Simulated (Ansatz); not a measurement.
MgO2:
```cif
data_Mg4O8
_chemical_formula_sum 'Mg4 O8'
_space_group_name_H-M_alt 'P 1'
_space_group_IT_number 1
_cell_length_a 4.84108
_cell_length_b 4.84108
_cell_length_c 4.84108
_cell_angle_alpha 90.000
_cell_angle_beta 90.000
_cell_angle_gamma 90.000
loop_
_space_group_symop_operation_xyz
  'x, y, z'
loop_
_atom_site_label
_atom_site_type_symbol
_atom_site_fract_x
_atom_site_fract_y
_atom_site_fract_z
_atom_site_occupancy
Mg1 Mg 0.00000 0.50000 0.50000 1
Mg2 Mg 0.50000 0.50000 0.00000 1
Mg3 Mg 0.50000 0.00000 0.50000 1
Mg4 Mg 0.00000 0.00000 0.00000 1
O1 O 0.41163 0.08837 0.91163 1
O2 O 0.58837 0.91163 0.08837 1
O3 O 0.08837 0.91163 0.41163 1
O4 O 0.91163 0.08837 0.58837 1
O5 O 0.91163 0.41163 0.08837 1
O6 O 0.08837 0.58837 0.91163 1
O7 O 0.58837 0.58837 0.58837 1
O8 O 0.41163 0.41163 0.41163 1
```

Relaxed with PBEsol.

Give the optical modes at the zone centre with their infrared activity from DFPT, PBEsol in the plane-wave PAW code Ansatz.

Transverse frequencies, without the LO–TO term; a row sums one degenerate level.

| ω (cm⁻¹) | degeneracy | IR ((D/Å)²/amu) | activity | symmetry |
|---|---|---|---|---|
| 216 | 2 | 0.00 | IR-inactive | Eu |
| 217 | 3 | 1.98 | IR | Tu |
| 230 | 1 | 0.00 | IR-inactive | Au |
| 326 | 3 | 12.35 | IR | Tu |
| 362 | 1 | 0.00 | IR-inactive | Au |
| 376 | 3 | 17.68 | IR | Tu |
| 401 | 3 | 0.00 | IR-inactive | Tg |
| 418 | 3 | 39.14 | IR | Tu |
| 426 | 2 | 0.00 | IR-inactive | Eg |
| 432 | 2 | 0.00 | IR-inactive | Eu |
| 451 | 3 | 13.02 | IR | Tu |
| 455 | 3 | 0.00 | IR-inactive | Tg |
| 893 | 3 | 0.00 | IR-inactive | Tg |
| 903 | 1 | 0.00 | IR-inactive | Ag |

How high does the top mode go among those that the LO–TO term moves?

581 cm⁻¹ for q along x.

Space group Pa-3. The first step of the workflow began from a Materials Project structure, measured or hypothetical; the Crystallography Open Database copy checked does not list it. Its standing as an ambient phase is unchecked. Symmetry was held in the PBEsol relaxation; whether a distortion lowers the energy is not shown.

Potentials: the later of the program's two PAW sets.
